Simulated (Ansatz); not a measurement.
This cell of GaN (zinc blende) is off equilibrium:

```xyz
2
Lattice="0.0000 2.3048 2.2587 2.3048 0.0000 2.2587 2.3048 2.3048 0.0000" Properties=species:S:1:pos:R:3 pbc="T T T"
N      3.4572     3.4572     3.3880
Ga     0.0000     0.0000     0.0000
```

Method: PBE (plane waves to 420 eV, PAW, scalar-relativistic; Ansatz, an electronic-structure program). k mesh 12×12×12 (Γ-centred), Fermi-Dirac smearing 0.05 eV. E stands for the smeared free energy. Stress and pressure are positive under compression. GaN was relaxed with its symmetry unable to fall.

Give the stress tensor in GPa and the pressure.


```
   -4.1      0.0      0.0
    0.0     -4.1      0.0
    0.0      0.0     -1.7
```
The pressure, a third of the trace, is -3.3 GPa.

It is the relaxed cell deformed to V/V₀ = 1.020, (c/a)/(c/a)₀ = 0.980, c along z, fractional positions held. What is its energy relative to the relaxed cell?

3.7 meV/atom.

(A scan under strain: stresses follow from slopes of the energy per volume, elastic moduli from its curvatures.)
